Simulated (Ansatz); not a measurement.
According to r²SCAN (plane waves, PAW; program Ansatz), Al2Pt in the fluorite or antifluorite type structure (Fm-3m) relaxes to a = 5.904 Å. Pt has 8 nearest neighbours from 2.56 Å (cubic). Against the elements it lies at -0.97 eV/atom, with no fitted shifts.

Electronic character: metallic (no gap).

The r²SCAN relaxation kept the symmetry of its start. No spin polarisation was allowed. The references are the lowest solids computed at this level, not always the standard phases. Spin–orbit coupling is left out wherever it is not named.

Potentials: the later of the program's two PAW sets.
